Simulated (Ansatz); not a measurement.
## Two states of Sr2CuO3

```xyz
12
Lattice="0.0000 0.0000 3.5307 -12.8544 3.9633 0.0000 6.4272 1.9817 -1.7654" Properties=species:S:1:pos:R:3 pbc="T T T"
Sr    4.5299    1.9817    0.0000
Sr   -1.8973    3.9633    1.7654
Sr   -4.5299    1.9817    0.0000
Sr  -10.9571    3.9633    1.7654
Cu    0.0000    1.9817    0.0000
Cu   -6.4272    3.9633    1.7654
O     1.9796    1.9817    0.0000
O    -4.4476    3.9633    1.7654
O    -1.9796    1.9817    0.0000
O    -8.4068    3.9633    1.7654
O     0.0000    0.0000    0.0000
O    -6.4272    1.9817    1.7654
```

The numbers come from plane-wave PAW DFT (Ansatz): r2SCAN, 500 eV, 6×3×6 Γ-centred k points, methfessel-paxton occupations (width 0.0476 eV). Nothing was relaxed.

State A: Cu5 down, Cu6 up (collinear spin). State B: no moments (no spin polarisation).

Question: Compare the two self-consistent states.

Answer: State A is lower by 14.4 meV an atom at zero smearing.

| state | free energy (meV/atom) | largest moment in a small sphere (μB) | net moment (μB/cell) | gap on mesh (eV) | pressure (GPa) | largest force (eV/Å) |
| --- | --- | --- | --- | --- | --- | --- |
| A | 0.0 | 0.46 | 0.00 | 1.15 | -3.9 | 0.12 |
| B | 14.3 | 0.00 | 0.00 | metal | -4.0 | 0.19 |

Origin: a database entry at a rescaled volume. Caveats: the k mesh is coarse if the cell is a metal.
